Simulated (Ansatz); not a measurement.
Collinear states of CoGe

Method: DFT PBEsol, scalar-relativistic, plane waves, PAW in Ansatz.

```yaml
crystal:
  lattice:
    - [2.86169, 0.00000, 0.00000]
    - [0.00000, 2.86169, 0.00000]
    - [0.00000, 0.00000, 2.89191]
  atoms:
    - { symbol: Co, position: [0.00000, 0.00000, 0.00000] }
    - { symbol: Ge, position: [0.50000, 0.50000, 0.50000] }
```

- plane-wave cutoff: 420 eV
- Γ-centred k-mesh: 14×14×14
- occupation rule: Gaussian smearing, 0.1 eV
- list of starting moments (μB, in atom order): 3.5 0
- check for lower electronic states after the SCF: off

Each order was relaxed in cell and atoms. A propagation vector, in units of the reciprocal vectors, doubles the cell, which takes an equally dense mesh. Site moments are spin moments in atom-centred spheres that scale with the neighbour distance. The states are those that the runs reached from these starts; a lower one can exist.

Task: Order the starts by the energy of the state that they reach, lowest first.
A. no spin
B. antiferromagnetic, doubled cell, propagation vector (0, 0, 1/2)
C. large parallel starting moments

Result: C (0.00 meV/atom), B (13.7 meV/atom), A (18.6 meV/atom).

```csv
start,ends,energy above lowest (meV/atom),site moments (μB),gap on mesh (eV),volume (Å³/atom)
no spin,non-magnetic,18.6,none over 0.05,metal,11.84
large parallel starting moments,ferromagnetic,0.00,Co +0.72,metal,11.98
"antiferromagnetic, doubled cell, propagation vector (0, 0, 1/2)",antiferromagnetic,13.7,"Co +0.49, Co -0.49",metal,11.90
```

Cost: 3 runs of about 9.3 core-minutes in all, on AMD EPYC (Zen 3) (shared hosts).